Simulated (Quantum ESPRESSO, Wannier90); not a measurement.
NaMgF$_{3}$ (cubic perovskite), plane waves to Wannier functions

Structure: Materials Project mp-560399, symmetrised, not relaxed again. Not found in the COD (Crystallography Open Database) copy used, which has the formula in other groups; not checked further. Method: PBEsol plane waves in Quantum ESPRESSO 7.5 (PseudoDojo norm-conserving files, 71 Ry, no spin polarisation, no spin-orbit coupling), Bloch states on a 6×6×6 mesh through Γ, Wannier90 4.0.1. Density: 8×8×8 mesh, cold smearing 0.01 Ry.

On the energy scale of pw.x, whose zero is arbitrary, the valence-band maximum lies at 1.39 eV.

Input w.win:

```
num_bands = 9
num_wann = 9
exclude_bands = 1-11,21-39
num_iter = 1000
conv_tol = 1.0e-6
conv_window = 4
write_hr = true
write_u_matrices = true
begin projections
f=-0.1019,-0.1213,0.2693:s
f=0.0678,0.0477,0.2212:s
f=-0.4230,0.1984,-0.0863:s
f=0.0399,-0.2510,0.4816:s
f=-0.4505,-0.0668,0.1750:s
f=-0.3172,-0.1371,0.2669:s
f=-0.1324,0.1292,0.2779:s
f=0.4798,0.1954,-0.0517:s
f=0.1688,0.4097,-0.0549:s
end projections
begin unit_cell_cart
ang
    3.9508400000    0.0000000000    0.0000000000
    0.0000000000    3.9508400000    0.0000000000
    0.0000000000    0.0000000000    3.9508400000
end unit_cell_cart
begin atoms_frac
Na   0.0000000000  0.0000000000  0.0000000000
Mg   0.5000000000  0.5000000000  0.5000000000
F    0.5000000000  0.5000000000  0.0000000000
F    0.0000000000  0.5000000000  0.5000000000
F    0.5000000000  0.0000000000  0.5000000000
end atoms_frac
mp_grid = 6 6 6
begin kpoints
0.0000000000 0.0000000000 0.0000000000
0.0000000000 0.0000000000 0.1666666667
0.0000000000 0.0000000000 0.3333333333
... (213 more lines: the 6x6x6 mesh through Gamma)
end kpoints
```

Input of pw2wannier90.x that gives the overlap and projection files (equivalent; here they were cut from one run over all bands):

```
&inputpp
  outdir = './out'
  prefix = 'pwscf'
  seedname = 'w'
  write_amn = .true.
  write_mmn = .true.
/
```

Output w.wout (banner and timings cut):

```
                                    ------
                                    SYSTEM
                                    ------

                              Lattice Vectors (Ang)
                    a_1     3.950840   0.000000   0.000000
                    a_2     0.000000   3.950840   0.000000
                    a_3     0.000000   0.000000   3.950840

                   Unit Cell Volume:      61.66920  (Ang^3)

                        Reciprocal-Space Vectors (Ang^-1)
                    b_1     1.590342   0.000000   0.000000
                    b_2     0.000000   1.590342   0.000000
                    b_3     0.000000   0.000000   1.590342

 *----------------------------------------------------------------------------*
 |   Site       Fractional Coordinate          Cartesian Coordinate (Ang)     |
 +----------------------------------------------------------------------------+
 | na   1   0.00000   0.00000   0.00000   |    0.00000   0.00000   0.00000    |
 | mg   1   0.50000   0.50000   0.50000   |    1.97542   1.97542   1.97542    |
 | f    1   0.50000   0.50000   0.00000   |    1.97542   1.97542   0.00000    |
 | f    2   0.00000   0.50000   0.50000   |    0.00000   1.97542   1.97542    |
 | f    3   0.50000   0.00000   0.50000   |    1.97542   0.00000   1.97542    |
 *----------------------------------------------------------------------------*
                                ------------
                                K-POINT GRID
                                ------------

             Grid size =  6 x  6 x  6      Total points =  216

 *---------------------------------- MAIN ------------------------------------*
 |  Number of Wannier Functions               :                 9             |
 |  Number of Objective Wannier Functions     :                 9             |
 |  Number of input Bloch states              :                 9             |
 |  Output verbosity (1=low, 5=high)          :                 1             |
 |  Timing Level (1=low, 5=high)              :                 1             |
 |  Optimisation (0=memory, 3=speed)          :                 3             |
 |  Length Unit                               :               Ang             |
 |  Post-processing setup (write *.nnkp)      :                 F             |
 |  Using Gamma-only branch of algorithms     :                 F             |
 *----------------------------------------------------------------------------*
 *------------------------------- WANNIERISE ---------------------------------*
 |  Total number of iterations                :              1000             |
 |  Number of CG steps before reset           :                 5             |
 |  Trial step length for line search         :             2.000             |
 |  Convergence tolerence                     :         0.100E-05             |
 |  Convergence window                        :                 4             |
 |  Iterations between writing output         :                 1             |
 |  Iterations between backing up to disk     :               100             |
 |  Write r^2_nm to file                      :                 F             |
 |  Write xyz WF centres to file              :                 F             |
 |  Write on-site energies <0n|H|0n> to file  :                 F             |
 |  Use guiding centre to control phases      :                 F             |
 |  Use phases for initial projections        :                 F             |
 *----------------------------------------------------------------------------*
 *-------------------------------- PLOTTING ----------------------------------*
 |  Plotting Hamiltonian in WF basis          :                 T             |
 *----------------------------------------------------------------------------*

 *---------------------------------- K-MESH ----------------------------------*
 +----------------------------------------------------------------------------+
 |                    Distance to Nearest-Neighbour Shells                    |
 |                    ------------------------------------                    |
 |          Shell             Distance (Ang^-1)          Multiplicity         |
 |          -----             -----------------          ------------         |
 |             1                   0.265057                      6            |
 |             2                   0.374847                     12            |
 |             3                   0.459092                      8            |
 |             4                   0.530114                      6            |
 |             5                   0.592685                     24            |
 |             6                   0.649254                     24            |
 |             7                   0.749694                     12            |
 |             8                   0.795171                     30            |
       ... (lines left out)
 +----------------------------------------------------------------------------+
 | The b-vectors are chosen automatically                                     |
 | The following shells are used:                       1                     |
 +----------------------------------------------------------------------------+
 |                        Shell   # Nearest-Neighbours                        |
 |                        -----   --------------------                        |
 |                          1               6                                 |
 +----------------------------------------------------------------------------+
 | Completeness relation is fully satisfied [Eq. (B1), PRB 56, 12847 (1997)]  |
 +----------------------------------------------------------------------------+
 |                  b_k Vectors (Ang^-1) and Weights (Ang^2)                  |
 |                  ----------------------------------------                  |
 |            No.         b_k(x)      b_k(y)      b_k(z)        w_b           |
 |            ---        --------------------------------     --------        |
 |             1         0.000000    0.000000    0.265057     7.116913        |
 |             2         0.000000    0.265057    0.000000     7.116913        |
 |             3         0.265057    0.000000    0.000000     7.116913        |
 |             4         0.000000    0.000000   -0.265057     7.116913        |
 |             5         0.000000   -0.265057    0.000000     7.116913        |
 |             6        -0.265057    0.000000    0.000000     7.116913        |
 +----------------------------------------------------------------------------+
 |                           b_k Directions (Ang^-1)                          |
 |                           -----------------------                          |
 |            No.           x           y           z                         |
 |            ---        --------------------------------                     |
 |             1         0.000000    0.000000    0.265057                     |
 |             2         0.000000    0.265057    0.000000                     |
 |             3         0.265057    0.000000    0.000000                     |
 +----------------------------------------------------------------------------+

 Starting a new Wannier90 calculation ...

 Reading overlaps from w.mmn

 Reading projections from w.amn

 *------------------------------- WANNIERISE ---------------------------------*
 +--------------------------------------------------------------------+<-- CONV
 | Iter  Delta Spread     RMS Gradient      Spread (Ang^2)            |<-- CONV
 +--------------------------------------------------------------------+<-- CONV

 ------------------------------------------------------------------------------
 Initial State
  WF centre and spread    1  ( -0.081953, -1.867270,  2.290686 )     5.38055335
  WF centre and spread    2  (  0.717550,  1.329689,  1.930989 )     6.13923921
  WF centre and spread    3  ( -1.966822,  1.785981, -0.132753 )     3.69652561
  WF centre and spread    4  ( -0.114678, -2.033693,  1.965422 )     3.04505066
  WF centre and spread    5  ( -2.181829,  0.183968,  1.988049 )     4.60618960
  WF centre and spread    6  ( -2.042731, -0.066332,  1.890433 )     4.03512909
  WF centre and spread    7  ( -1.561003,  0.581170,  1.860224 )     4.93374386
  WF centre and spread    8  (  1.872934,  2.012481,  0.156949 )     3.27142030
  WF centre and spread    9  (  1.511925,  1.967054, -0.200120 )     3.10181226
  Sum of centres and spreads ( -3.846605,  3.893049, 11.749879 )    38.20966395

      0     0.382E+02     0.0000000000       38.2096639212  <-- CONV
        O_D=      3.5807703 O_OD=     29.2244908 O_TOT=     38.2096639 <-- SPRD
 ------------------------------------------------------------------------------
      1    -0.131E+02     2.8299521954       25.1022949970  <-- CONV
        O_D=      1.9907337 O_OD=     17.7071585 O_TOT=     25.1022950 <-- SPRD
      2    -0.620E+01     3.0783862395       18.9031057457  <-- CONV
        O_D=      1.3569403 O_OD=     12.1417626 O_TOT=     18.9031057 <-- SPRD
      3    -0.492E+01     2.3359714961       13.9817962882  <-- CONV
        O_D=      1.2228740 O_OD=      7.3545195 O_TOT=     13.9817963 <-- SPRD
      4    -0.357E+01     1.9441468820       10.4150902220  <-- CONV
        O_D=      0.6101459 O_OD=      4.4005415 O_TOT=     10.4150902 <-- SPRD
      5    -0.238E+01     1.6392417668        8.0381236497  <-- CONV
        O_D=      0.3334954 O_OD=      2.3002254 O_TOT=      8.0381236 <-- SPRD
       ... (lines left out)
     28    -0.364E-06     0.0006108280        5.4222178777  <-- CONV
        O_D=      0.0000000 O_OD=      0.0178150 O_TOT=      5.4222179 <-- SPRD
     29    -0.210E-06     0.0004448486        5.4222176675  <-- CONV
        O_D=      0.0000000 O_OD=      0.0178148 O_TOT=      5.4222177 <-- SPRD
     30    -0.150E-06     0.0003619297        5.4222175177  <-- CONV
        O_D=      0.0000000 O_OD=      0.0178147 O_TOT=      5.4222175 <-- SPRD
             <<<     Delta < 1.000E-06  over  4 iterations     >>>
             <<< Wannierisation convergence criteria satisfied >>>
 Final State
  WF centre and spread    1  (  0.000000, -1.975420,  1.975420 )     0.60273697
  WF centre and spread    2  ( -0.000000,  1.975420,  1.975420 )     0.60202202
  WF centre and spread    3  ( -1.975420,  1.975420,  0.000000 )     0.60121010
  WF centre and spread    4  (  0.000000, -1.975420,  1.975420 )     0.60287441
  WF centre and spread    5  ( -1.975420,  0.000000,  1.975420 )     0.60355996
  WF centre and spread    6  ( -1.975420,  0.000000,  1.975420 )     0.60141945
  WF centre and spread    7  ( -1.975420,  0.000000,  1.975420 )     0.60232204
  WF centre and spread    8  (  1.975420,  1.975420, -0.000000 )     0.60306229
  WF centre and spread    9  (  1.975420,  1.975420,  0.000000 )     0.60301031
  Sum of centres and spreads ( -3.950840,  3.950840, 11.852520 )     5.42221755

         Spreads (Ang^2)       Omega I      =     5.404402827
        ================       Omega D      =     0.000000033
                               Omega OD     =     0.017814657
    Final Spread (Ang^2)       Omega Total  =     5.422217518
```
